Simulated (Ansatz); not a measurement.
## Relaxing a structure of SiS$_{2}$

The start is a relaxed SiS2 cell, doubled along one cell vector, shaken by Gaussian noise of σ = 0.08 Å a coordinate. Cell shape, volume and atoms are optimised at zero target pressure with r2SCAN (plane waves to 500 eV, PAW, scalar-relativistic; Ansatz, an electronic-structure program). First-step values are on the input's coarse k-mesh.

Ansatz input (later rounds restart from its end on a renewed k-mesh):
Ansatz 0.2 input:
```yaml
crystal:
  lattice:
    - [5.3679147798, 0, 0]
    - [0, 5.83851333, 0]
    - [0, 0, 6.5846339758]
  atoms:
    - { symbol: Si, position: [0.475833226, 0.5194734638, 0.2679421211] }
    - { symbol: Si, position: [0.532602486, 0.4987011723, 0.7360085604] }
    - { symbol: Si, position: [-0.002253234, 0.0156349629, -0.0106872255] }
    - { symbol: Si, position: [-0.0013534442, 0.0006305823, 0.5146845087] }
    - { symbol: S, position: [0.777657102, 0.8568151219, 0.2661889723] }
    - { symbol: S, position: [0.7908362958, 0.8493962149, 0.738045478] }
    - { symbol: S, position: [0.2793873233, 0.6312245686, 0.004080791] }
    - { symbol: S, position: [0.2761482849, 0.6704653198, 0.517425145] }
    - { symbol: S, position: [0.7250309816, 0.3575195204, -0.0219349985] }
    - { symbol: S, position: [0.7436626068, 0.3641068034, 0.5106355527] }
    - { symbol: S, position: [0.2401541471, 0.1440069746, 0.2304560828] }
    - { symbol: S, position: [0.2174717728, 0.1292670172, 0.757104491] }
basis: { ecutwfc: 500, ecutrho_ratio: 4, xc_grid: 4, fft_grid_basis: typed }
kpoints: { mp_grid: { grid: [5, 4, 4] } }
hamiltonian:
  xc: r2scan
  dispersion: none
  pseudopotentials: { kind: paw }
scf: { occupations: { method: fermi_dirac, width: 0.05 } }
relax: { f_tol: 0.01, max_steps: 100, cell: { stress_tol: 0.02 } }
output: { forces: true, stress: true }
```

### Question
What pressure does the first self-consistent step give?

### Answer
+5.4 GPa (positive: the cell is compressed).

### Question
Does it find its way back to the structure it was made from?

### Answer
It does not go back: it reaches I-42d (No. 122), 0.344 eV/atom below the parent.

### Question
What band gap does the relaxed structure have at this level?

### Answer
3.54 eV, indirect (valence top at S, conduction bottom at Γ) (no spin-orbit coupling).

Final values are on a 8×8×8 k-mesh of the relaxed cell. No spin polarisation in the result.

Of the parent cell (Pnnm (No. 58)): it is a generated cell of SiS2: the first start was made by placing the elements on the sites of a structure type, and the end was not matched to a known phase here, so it may be hypothetical.

The first start was generated by placing the elements on the sites of a structure type. A measured structure of SiS2 has the same space group, I-42d (No. 122); the sites were not compared with it.
